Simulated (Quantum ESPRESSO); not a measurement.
## Mo4Ir2CuGa (input and log of a self-consistent run)

Simulated, not a measurement. The program is pw.x of Quantum ESPRESSO 7.5 (plane-wave density functional theory). The cell is made up: eight metal atoms on a face-centred cubic lattice, with elements, volume, strain and displacements drawn at random and not relaxed, so it may be unstable or far from any real phase. PseudoDojo standard norm-conserving files set the functional (PBE unless stated); there is no spin polarisation or spin-orbit coupling, the Fermi-Dirac width of 0.25 eV means electrons at about 2900 K, and the masses in the input are unused placeholders. The copper pseudopotential is less sure than most, with forces differing by about three percent and pressure by about two GPa from a second method on plain copper. Heavy elements are run without spin-orbit coupling, which real alloys of them have. A spin test at this wide smearing found no moment, but such smearing suppresses magnetism that the real alloy may have.

Input:

```
&control calculation='scf', pseudo_dir='./dojo.nc.sr.pbe.v0_5.standard.upf', outdir='./o', disk_io='minimal', tprnfor=.true., tstress=.true. /
&system ibrav=0, nat=8, ntyp=4, nbnd=77, ecutwfc=92.02030273, nosym=.true., tot_charge=0,
 occupations='smearing', smearing='fd', degauss=0.0183746611
/
&electrons conv_thr=1.470e-08, electron_maxstep=70, mixing_beta=0.5 /
ATOMIC_SPECIES
Cu 1.0 Cu.upf
Ga 1.0 Ga.upf
Ir 1.0 Ir.upf
Mo 1.0 Mo.upf
CELL_PARAMETERS angstrom
0.0 0.0 -3.9663
3.9663 0.0 0.0
0.0 -7.9326 0.0
ATOMIC_POSITIONS angstrom
Mo -0.0685 0.06 0.0115
Ir 0.0067 -3.9922 0.0752
Ir 2.0113 -1.9587 -0.0247
Mo 1.9705 -5.948 0.0367
Mo -0.0437 -1.9617 -2.0547
Cu 0.0211 -5.9242 -2.0129
Ga 1.9879 -0.0103 -1.9294
Mo 2.0229 -4.0172 -2.0268
K_POINTS automatic
6 6 3 1 1 1
```

The log is shortened where brackets say so; the opening notice, blank lines, dates and the lines on written files are dropped, and the path of the files is cut. It prints rydbergs, bohrs and kilobars, and counts compression as positive stress. Its total energy is the free energy E - TS of the whole cell.

```
     Program PWSCF v.7.5
     Parallel version (MPI & OpenMP), running on       4 processor cores
     Number of MPI processes:                 4
     Threads/MPI process:                     1
     [start-up lines left out]
     bravais-lattice index     =            0
     lattice parameter (alat)  =       7.4952  a.u.
     unit-cell volume          =     842.1380 (a.u.)^3
     number of atoms/cell      =            8
     number of atomic types    =            4
     number of electrons       =       122.00
     number of Kohn-Sham states=           77
     kinetic-energy cutoff     =      92.0203  Ry
     charge density cutoff     =     368.0812  Ry
     scf convergence threshold =      1.5E-08
     mixing beta               =       0.5000
     number of iterations used =            8  plain     mixing
     Exchange-correlation= PBE
                           (   1   4   3   4   0   0   0)
     [axes and pseudopotential details left out]
   Cartesian axes
     site n.     atom                  positions (alat units)
         1        Mo     tau(   1) = (  -0.0172705   0.0151274   0.0028994  )
         2        Ir     tau(   2) = (   0.0016892  -1.0065300   0.0189597  )
         3        Ir     tau(   3) = (   0.5070973  -0.4938356  -0.0062275  )
         4        Mo     tau(   4) = (   0.4968106  -1.4996344   0.0092530  )
         5        Mo     tau(   5) = (  -0.0110178  -0.4945919  -0.5180395  )
         6        Cu     tau(   6) = (   0.0053198  -1.4936339  -0.5075007  )
         7        Ga     tau(   7) = (   0.5011976  -0.0025969  -0.4864483  )
         8        Mo     tau(   8) = (   0.5100219  -1.0128331  -0.5110052  )
     number of k points=    54  Fermi-Dirac smearing, width (Ry)=  0.0184
                       cart. coord. in units 2pi/alat
        k(    1) = (   0.0833333  -0.0833333  -0.0833333), wk =   0.0370370
        k(    2) = (   0.0833333   0.2500000  -0.0833333), wk =   0.0370370
     [further k points left out]
     Dense  grid:   100403 G-vectors     FFT dimensions: (  45,  45,  96)
     Estimated max dynamical RAM per process >     393.53 MB
     Estimated total dynamical RAM >       1.47 GB
     Initial potential from superposition of free atoms
     starting charge     121.9910, renormalised to     122.0000
     Starting wfcs are   79 randomized atomic wfcs
     total cpu time spent up to now is        5.7 secs
     per-process dynamical memory:   309.0 Mb
     Self-consistent Calculation
     iteration #  1     ecut=    92.02 Ry     beta= 0.50
     Davidson diagonalization with overlap
     ethr =  1.00E-02,  avg # of iterations =  4.3
     total cpu time spent up to now is       20.9 secs
     total energy              =   -1551.58722617 Ry
     estimated scf accuracy    <       5.65894856 Ry
     iteration #  2     ecut=    92.02 Ry     beta= 0.50
     Davidson diagonalization with overlap
     ethr =  4.64E-03,  avg # of iterations =  3.0
     total cpu time spent up to now is       35.8 secs
     total energy              =   -1548.30138714 Ry
     estimated scf accuracy    <      88.67919068 Ry
     iteration #  3     ecut=    92.02 Ry     beta= 0.50
     Davidson diagonalization with overlap
     ethr =  4.64E-03,  avg # of iterations =  4.1
     total cpu time spent up to now is       50.8 secs
     total energy              =   -1553.90424488 Ry
     estimated scf accuracy    <      22.41279915 Ry
     iteration #  4     ecut=    92.02 Ry     beta= 0.50
     Davidson diagonalization with overlap
     ethr =  4.64E-03,  avg # of iterations =  2.0
     total cpu time spent up to now is       62.5 secs
     total energy              =   -1555.04270432 Ry
     estimated scf accuracy    <       3.06648647 Ry
     iteration #  5     ecut=    92.02 Ry     beta= 0.50
     Davidson diagonalization with overlap
     ethr =  2.51E-03,  avg # of iterations =  1.0
     total cpu time spent up to now is       73.0 secs
     total energy              =   -1555.10818964 Ry
     estimated scf accuracy    <       1.11359347 Ry
     [iterations 6 to 15 left out]
     iteration # 16     ecut=    92.02 Ry     beta= 0.50
     Davidson diagonalization with overlap
     ethr =  7.32E-10,  avg # of iterations =  2.6
     total cpu time spent up to now is      206.6 secs
     total energy              =   -1555.05501546 Ry
     estimated scf accuracy    <       0.00000120 Ry
     iteration # 17     ecut=    92.02 Ry     beta= 0.50
     Davidson diagonalization with overlap
     ethr =  7.32E-10,  avg # of iterations =  1.8
     total cpu time spent up to now is      218.1 secs
     total energy              =   -1555.05501545 Ry
     estimated scf accuracy    <       0.00000269 Ry
     iteration # 18     ecut=    92.02 Ry     beta= 0.50
     Davidson diagonalization with overlap
     ethr =  7.32E-10,  avg # of iterations =  1.0
     total cpu time spent up to now is      228.6 secs
     total energy              =   -1555.05501558 Ry
     estimated scf accuracy    <       0.00000010 Ry
     iteration # 19     ecut=    92.02 Ry     beta= 0.50
     Davidson diagonalization with overlap
     ethr =  8.44E-11,  avg # of iterations =  2.0
     total cpu time spent up to now is      240.2 secs
     total energy              =   -1555.05501559 Ry
     estimated scf accuracy    <       0.00000007 Ry
     iteration # 20     ecut=    92.02 Ry     beta= 0.50
     Davidson diagonalization with overlap
     ethr =  5.81E-11,  avg # of iterations =  1.0
     total cpu time spent up to now is      250.7 secs
     End of self-consistent calculation
     [lines on levels left out]
!    total energy              =   -1555.05501559 Ry
     estimated scf accuracy    <       0.00000001 Ry
     smearing contrib. (-TS)   =      -0.11489334 Ry
     internal energy E=F+TS    =   -1554.94012225 Ry
     The total energy is F=E-TS. E is the sum of the following terms:
     one-electron contribution =    -465.27251495 Ry
     hartree contribution      =     312.12716754 Ry
     xc contribution           =    -258.14284923 Ry
     ewald contribution        =   -1143.65192561 Ry
     convergence has been achieved in  20 iterations
     Forces acting on atoms (cartesian axes, Ry/au):
     atom    1 type  4   force =     0.01994369   -0.00839424    0.00646464
     atom    2 type  3   force =    -0.00101370    0.00744597   -0.02022944
     atom    3 type  3   force =    -0.01212253   -0.03454799   -0.00212580
     atom    4 type  4   force =     0.00731677    0.01463945   -0.01497469
     atom    5 type  4   force =     0.01727486   -0.03368241    0.01494611
     atom    6 type  1   force =    -0.00258162    0.00905647    0.01470903
     atom    7 type  2   force =    -0.01635407    0.00606519   -0.01259671
     atom    8 type  4   force =    -0.01246339    0.03941757    0.01380686
     Total force =     0.084480     Total SCF correction =     0.000277
     Computing stress (Cartesian axis) and pressure
          total   stress  (Ry/bohr**3)                   (kbar)     P=      -84.46
  -0.00052217   0.00003598  -0.00000008          -76.81        5.29       -0.01
   0.00003598  -0.00056797   0.00006615            5.29      -83.55        9.73
  -0.00000008   0.00006615  -0.00063222           -0.01        9.73      -93.00
     init_run     :      5.39s CPU      5.62s WALL (       1 calls)
     electrons    :    239.06s CPU    245.06s WALL (       1 calls)
     forces       :      2.19s CPU      2.19s WALL (       1 calls)
     stress       :      7.31s CPU      7.31s WALL (       1 calls)
     [timing details left out]
     PWSCF        :   4m14.01s CPU   4m20.32s WALL
     JOB DONE.
```

In other units: free energy -21157.601 eV for the cell, pressure -8.45 GPa, largest force component 1.013 eV/Å in size. The run took 262 s of wall time with four MPI processes on a shared machine (Intel Xeon, 2023 or later, virtual cores), so the time is rough. A rerun of this cell at a higher cutoff and on a denser mesh moved values by no more than 0.009 eV in energy, 0.04 GPa in stress and 0.007 eV/Å in force, and a second program with other atomic files agreed on that cell to 2 % rms in force and 0.5 GPa in pressure.